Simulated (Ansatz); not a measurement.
Method: PBEsol, no spin polarisation; PAW, plane waves to 420 eV, 9×9×9 Γ-centred mesh, fermi-dirac occupations (width 0.1 eV) (Ansatz 0.2.0), atoms fixed.

Computed maps in the lattice plane spanned by a (left to right, 3.95 Å, 12 points from zero) and b (bottom to top, 3.95 Å, 12 points from zero), 90° apart, at height 0.500 along c. The fields are smooth PAW ones with compensation charges, not the true ones near nuclei.

Valence density. Digits on a logarithmic scale: 0 up to 0.03 e/Å³, each further digit a factor of 1.6, 9 from 1.3 e/Å³ up:
```
689998655655
799999755655
799999766666
799999755655
689998655655
667776667776
655655689998
755655799999
766666799999
755655799999
655655689998
667776667776
```

ELF. Ten even steps from '0' (0.03) to '9' (0.76):
```
269996233233
299699236763
396069327872
299699236763
269996233233
222322222322
233233269996
236763299699
327872396069
236763299699
233233269996
222322222322
```

Problem. The cell is LiZr2P2. Which atoms lie within 0.2 Å of this plane, and where (fractions of a and b)?

Solution. Zr at (0.75, 0.25), Zr at (0.25, 0.75). The whole cell:
```
Li P Zr
1.0
     0.00000    3.95427    0.00000
     3.95427    0.00000    0.00000
     1.97714    1.97714   -4.83359
Li P Zr
1 2 2
Direct
  0.00000 0.00000 0.00000
  0.38280 0.38280 0.23440
  0.61720 0.61720 0.76560
  0.75000 0.25000 0.50000
  0.25000 0.75000 0.50000
```

Origin: a known structure type with other elements, at an estimated volume, so it need not be a known compound. Caveats: atoms or cell far from equilibrium.
